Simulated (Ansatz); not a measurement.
## Ir: computed property card

Ir (simple cubic, Pm-3m), a = b = c = 2.541 Å, α = β = γ = 90.00°.

Space group Pm-3m (No. 221), simple cubic; conventional cell a = b = c = 2.541 Å, α = β = γ = 90.00°.

Method: the program Ansatz at the PBEsol level (PAW). The cell and atoms are relaxed at this level. Other levels are named where they apply.

Cell and energy:

Volume per atom: 16.41 Å³
Density: 19.45 g/cm³

Electronic structure:

* **Electronic character**: metallic (no gap)
* **Density of states at the Fermi level**: 1.5 states/eV per atom (mean over ±0.08 eV)
* **Gap with spin–orbit coupling**: none (metallic)

Mechanics:

* **Bulk modulus (Birch–Murnaghan fit)**: 276 GPa
* **Pressure derivative B′**: 4.9
* **Elastic constants (relaxed ions, GPa)**: C11 = 524, C12 = 152, C44 = 33.8
* **Mechanical stability**: stable (all eigenvalues of C positive)
* **Hill bulk and shear moduli**: 276 and 72.5 GPa
* **Young's modulus**: 200 GPa
* **Poisson's ratio**: 0.38
* **Debye temperature from the elastic constants**: 255 K

A made-up cell: these elements were put on the sites of a structure type; neither database checked (COD, Materials Project) lists it. It is not the phase usual at ambient conditions (space group No. 225). The PBEsol relaxation kept the symmetry of its start; its stability against distortions is not shown here. The run is not spin-polarised. As this level gives no gap, shear constants depend on the k-mesh and smearing (Fermi–Dirac, 0.1 eV here). Spin–orbit coupling is left out wherever it is not named.

Potentials: the earlier of the program's two PAW sets. The files were generated under PBE; for other functionals the program regenerates the frozen cores, and for LDA and PBEsol the local potential too.
